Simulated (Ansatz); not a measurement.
Property card for MgCd3S4

All numbers below come from DFT PBE, scalar-relativistic, plane waves, PAW (Ansatz 0.2.0).

Cutoff 420 eV; k points 10×10×10 on the computed 8-atom cell (Γ-centred); Gaussian smearing, width 0.01 eV; no spin polarisation.

The structure is relaxed at this level of theory with its symmetry kept, and needn't be the ground state of this composition.

```
CELL_PARAMETERS angstrom
-2.71814 2.71814 5.44820
2.71814 -2.71814 5.44820
2.71814 2.71814 -5.44820
ATOMIC_POSITIONS crystal
Mg 0.50000 0.50000 0.00000
Cd 0.00000 0.00000 0.00000
Cd 0.75000 0.25000 0.50000
Cd 0.25000 0.75000 0.50000
S 0.74174 0.74174 0.00000
S 0.50000 0.00000 0.50000
S 0.25826 0.25826 0.00000
S 0.00000 0.50000 0.50000
```

```json
{
  "Space group": "I4/mmm (No. 139)",
  "Volume per atom": "20.13 Å³",
  "Formation energy from the elements' standard states (uncorrected)": "-0.738 eV/atom",
  "Kohn–Sham band gap": "0.25 eV",
  "Orbital (Löwdin) character of the top 1 eV of the valence band": "S 3p 92 %",
  "Orbital (Löwdin) character of the lowest 1 eV of the conduction band": "Cd 5s 72 %, S 3p 12 %, unprojected 7 %",
  "Bader charge by site (e)": "Mg (1 in the cell) 1.66, Cd (1 in the cell) 0.94, Cd (2 in the cell) 0.93, S (2 in the cell) -1.07, S (2 in the cell) -1.16"
}
```

The cell was found from a structure generator's guess, not taken from experiment. Kohn–Sham gaps at this level usually fall short of measured ones. Löwdin shares on free-atom orbitals overweight diffuse shells in the empty bands.
